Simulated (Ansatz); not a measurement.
InP:
```xyz
6
Lattice="4.1387 0.0000 0.0000 -2.0693 3.5842 0.0000 0.0000 0.0000 9.3524" Properties=species:S:1:pos:R:3 pbc="T T T"
In    -1.0347     1.7921     3.1175
In     1.0347     1.7921     6.2350
In     2.0693     0.0000     0.0000
P     -1.0347     1.7921     7.7937
P      1.0347     1.7921     1.5587
P      2.0693     0.0000     4.6762
```

Relaxed with r²SCAN. Special points in fractions of this cell's reciprocal vectors: Γ (0.000, 0.000, 0.000); M (0.500, 0.000, 0.000); K (0.333, 0.333, 0.000); A (0.000, 0.000, 0.500); L (0.500, 0.000, 0.500); H (0.333, 0.333, 0.500).

**Question.** List the band energies nearest the valence-band maximum at these points for the program Ansatz at the r²SCAN with spin–orbit coupling level (PAW).

**Answer.** In eV from the valence-band maximum; about four levels below and three above (degenerate sets whole), none deeper than 8.9 eV; points with the same levels are listed once.

| k | below | above |
|---|---|---|
| Γ | -0.35 -0.35 -0.01 -0.01 | 0.40 0.40 2.44 2.44 |
| M | -1.46 -1.46 -1.29 -1.29 | 1.28 1.28 1.54 1.54 |
| K | -1.48 -1.48 -1.45 -1.42 | 0.90 0.90 2.63 |
| A | -0.42 -0.42 -0.12 -0.12 | 2.06 2.06 2.07 2.07 |
| L | -1.71 -1.71 -1.45 -1.45 | 1.38 1.38 2.07 2.07 |
| H | -1.83 -1.83 -1.10 -1.10 | 2.68 2.68 2.84 2.84 2.84 |

Space group P6_422. The start of the workflow was typed in or built on a structure type; neither database checked (COD, Materials Project) lists it. It is not the phase usual at ambient conditions (space group No. 216). Symmetry was held in the r²SCAN relaxation; its stability against distortions is not shown here.

Potentials: the earlier of the program's two PAW sets.
